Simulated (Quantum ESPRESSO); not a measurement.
Al2Mo4RuTi, input and log of a self-consistent run

Computed values, not a measurement. The program is pw.x of Quantum ESPRESSO 7.5 (plane-wave density functional theory). The cell is made up: eight metal atoms on a hexagonal close-packed lattice, with elements, volume, strain and displacements drawn at random and not relaxed, so it may be unstable or far from any real phase. PseudoDojo standard norm-conserving files set the functional (PBE unless stated); there is no spin polarisation or spin-orbit coupling, the Fermi-Dirac width of 0.25 eV means electrons at about 2900 K, and the masses in the input are unused placeholders. A spin test at this wide smearing found no moment, but such smearing suppresses magnetism that the real alloy may have.

Input:

```
&control calculation='scf', pseudo_dir='./dojo.nc.sr.pbe.v0_5.standard.upf', outdir='./o', disk_io='minimal', tprnfor=.true., tstress=.true. /
&system ibrav=0, nat=8, ntyp=4, nbnd=61, ecutwfc=84.00895049, nosym=.true., tot_charge=0,
 occupations='smearing', smearing='fd', degauss=0.0183746611
/
&electrons conv_thr=1.470e-08, electron_maxstep=70, mixing_beta=0.5 /
ATOMIC_SPECIES
Al 1.0 Al.upf
Mo 1.0 Mo.upf
Ru 1.0 Ru.upf
Ti 1.0 Ti.upf
CELL_PARAMETERS angstrom
2.8014 0.0 0.0
1.4007 -2.4261 -4.541
1.4007 7.2783 -4.541
ATOMIC_POSITIONS angstrom
Al -0.0257 0.0421 -0.0709
Al 1.4792 2.4378 -4.4467
Mo 1.2509 -0.8407 -2.3735
Mo 2.785 1.7101 -6.7881
Mo 2.7503 4.8115 -4.589
Ru 2.8393 -0.0613 -4.5656
Mo 2.8088 1.5636 -2.3475
Ti 4.1598 4.0864 -6.8007
K_POINTS automatic
9 5 3 1 1 1
```

The log is shortened where brackets say so; the opening notice, blank lines, dates and the lines on written files are dropped, and the path of the files is cut. It prints rydbergs, bohrs and kilobars, and counts compression as positive stress. Its total energy is the free energy E - TS of the whole cell.

```
     Program PWSCF v.7.5
     Parallel version (MPI & OpenMP), running on       4 processor cores
     Number of MPI processes:                 4
     Threads/MPI process:                     1
     [start-up lines left out]
     bravais-lattice index     =            0
     lattice parameter (alat)  =       5.2939  a.u.
     unit-cell volume          =     833.0900 (a.u.)^3
     number of atoms/cell      =            8
     number of atomic types    =            4
     number of electrons       =        90.00
     number of Kohn-Sham states=           61
     kinetic-energy cutoff     =      84.0090  Ry
     charge density cutoff     =     336.0358  Ry
     scf convergence threshold =      1.5E-08
     mixing beta               =       0.5000
     number of iterations used =            8  plain     mixing
     Exchange-correlation= PBE
                           (   1   4   3   4   0   0   0)
     [axes and pseudopotential details left out]
   Cartesian axes
     site n.     atom                  positions (alat units)
         1        Al     tau(   1) = (  -0.0091740   0.0150282  -0.0253088  )
         2        Al     tau(   2) = (   0.5280217   0.8702078  -1.5873135  )
         3        Mo     tau(   3) = (   0.4465267  -0.3001000  -0.8472549  )
         4        Mo     tau(   4) = (   0.9941458   0.6104448  -2.4231099  )
         5        Mo     tau(   5) = (   0.9817591   1.7175341  -1.6381095  )
         6        Ru     tau(   6) = (   1.0135289  -0.0218819  -1.6297566  )
         7        Mo     tau(   7) = (   1.0026415   0.5581495  -0.8379739  )
         8        Ti     tau(   8) = (   1.4849004   1.4586992  -2.4276076  )
     number of k points=    68  Fermi-Dirac smearing, width (Ry)=  0.0184
                       cart. coord. in units 2pi/alat
        k(    1) = (   0.0555556   0.0192449  -0.0548367), wk =   0.0296296
        k(    2) = (   0.0555556  -0.1732039   0.0479821), wk =   0.0296296
     [further k points left out]
     Dense  grid:    86687 G-vectors     FFT dimensions: (  32,  60,  96)
     Estimated max dynamical RAM per process >     308.97 MB
     Estimated total dynamical RAM >       1.14 GB
     Initial potential from superposition of free atoms
     starting charge      89.9870, renormalised to      90.0000
     Starting wfcs are   68 randomized atomic wfcs
     total cpu time spent up to now is        5.9 secs
     per-process dynamical memory:   255.5 Mb
     Self-consistent Calculation
     iteration #  1     ecut=    84.01 Ry     beta= 0.50
     Davidson diagonalization with overlap
     ethr =  1.00E-02,  avg # of iterations =  2.8
     total cpu time spent up to now is       18.7 secs
     total energy              =    -889.81704948 Ry
     estimated scf accuracy    <       4.23252557 Ry
     iteration #  2     ecut=    84.01 Ry     beta= 0.50
     Davidson diagonalization with overlap
     ethr =  4.70E-03,  avg # of iterations =  4.5
     total cpu time spent up to now is       34.1 secs
     total energy              =    -887.82850287 Ry
     estimated scf accuracy    <      89.49528529 Ry
     iteration #  3     ecut=    84.01 Ry     beta= 0.50
     Davidson diagonalization with overlap
     ethr =  4.70E-03,  avg # of iterations =  4.4
     total cpu time spent up to now is       48.0 secs
     total energy              =    -891.64142937 Ry
     estimated scf accuracy    <      13.29351671 Ry
     iteration #  4     ecut=    84.01 Ry     beta= 0.50
     Davidson diagonalization with overlap
     ethr =  4.70E-03,  avg # of iterations =  2.1
     total cpu time spent up to now is       58.9 secs
     total energy              =    -892.36347800 Ry
     estimated scf accuracy    <       3.06909132 Ry
     iteration #  5     ecut=    84.01 Ry     beta= 0.50
     Davidson diagonalization with overlap
     ethr =  3.41E-03,  avg # of iterations =  1.2
     total cpu time spent up to now is       68.9 secs
     total energy              =    -892.31245054 Ry
     estimated scf accuracy    <       1.88485114 Ry
     [iterations 6 to 16 left out]
     iteration # 17     ecut=    84.01 Ry     beta= 0.50
     Davidson diagonalization with overlap
     ethr =  1.11E-08,  avg # of iterations =  1.2
     total cpu time spent up to now is      202.9 secs
     total energy              =    -892.39790969 Ry
     estimated scf accuracy    <       0.00000128 Ry
     iteration # 18     ecut=    84.01 Ry     beta= 0.50
     Davidson diagonalization with overlap
     ethr =  1.42E-09,  avg # of iterations =  2.0
     total cpu time spent up to now is      213.8 secs
     total energy              =    -892.39790983 Ry
     estimated scf accuracy    <       0.00000021 Ry
     iteration # 19     ecut=    84.01 Ry     beta= 0.50
     Davidson diagonalization with overlap
     ethr =  2.34E-10,  avg # of iterations =  2.2
     total cpu time spent up to now is      224.4 secs
     total energy              =    -892.39790986 Ry
     estimated scf accuracy    <       0.00000019 Ry
     iteration # 20     ecut=    84.01 Ry     beta= 0.50
     Davidson diagonalization with overlap
     ethr =  2.11E-10,  avg # of iterations =  1.1
     total cpu time spent up to now is      234.1 secs
     total energy              =    -892.39790987 Ry
     estimated scf accuracy    <       0.00000003 Ry
     iteration # 21     ecut=    84.01 Ry     beta= 0.50
     Davidson diagonalization with overlap
     ethr =  3.42E-11,  avg # of iterations =  2.0
     total cpu time spent up to now is      244.6 secs
     End of self-consistent calculation
     [lines on levels left out]
!    total energy              =    -892.39790987 Ry
     estimated scf accuracy    <          9.3E-09 Ry
     smearing contrib. (-TS)   =      -0.12167177 Ry
     internal energy E=F+TS    =    -892.27623810 Ry
     The total energy is F=E-TS. E is the sum of the following terms:
     one-electron contribution =    -263.35526313 Ry
     hartree contribution      =     178.52907944 Ry
     xc contribution           =    -138.62790768 Ry
     ewald contribution        =    -668.82214673 Ry
     convergence has been achieved in  21 iterations
     Forces acting on atoms (cartesian axes, Ry/au):
     atom    1 type  1   force =    -0.00237264   -0.00272582   -0.00817109
     atom    2 type  1   force =    -0.01827491   -0.03324694   -0.03322317
     atom    3 type  2   force =     0.02079284    0.02201627    0.01884865
     atom    4 type  2   force =     0.00759766   -0.03258790    0.02010746
     atom    5 type  2   force =     0.00836115    0.02564572    0.01162375
     atom    6 type  3   force =    -0.01580557    0.00838476   -0.02089152
     atom    7 type  2   force =     0.00304088    0.02713749    0.03722226
     atom    8 type  4   force =    -0.00333942   -0.01462358   -0.02551634
     Total force =     0.100229     Total SCF correction =     0.000192
     Computing stress (Cartesian axis) and pressure
          total   stress  (Ry/bohr**3)                   (kbar)     P=       24.77
   0.00040348  -0.00005072   0.00005275           59.35       -7.46        7.76
  -0.00005072  -0.00023650  -0.00005438           -7.46      -34.79       -8.00
   0.00005275  -0.00005438   0.00033813            7.76       -8.00       49.74
     init_run     :      5.59s CPU      5.78s WALL (       1 calls)
     electrons    :    237.58s CPU    238.65s WALL (       1 calls)
     forces       :      1.62s CPU      1.63s WALL (       1 calls)
     stress       :      5.36s CPU      5.36s WALL (       1 calls)
     [timing details left out]
     PWSCF        :   4m10.30s CPU   4m11.64s WALL
     JOB DONE.
```

In other units: free energy -12141.692 eV for the cell, pressure 2.48 GPa, largest force component 0.957 eV/Å in size. The run took 253 s of wall time with four MPI processes on a shared machine (Intel Xeon, 2023 or later, virtual cores), so the time is rough. A rerun of this cell at a higher cutoff and on a denser mesh moved values by no more than 0.005 eV in energy, 0.12 GPa in stress and 0.007 eV/Å in force, and a second program with other atomic files agreed on that cell to 2 % rms in force and 0.5 GPa in pressure.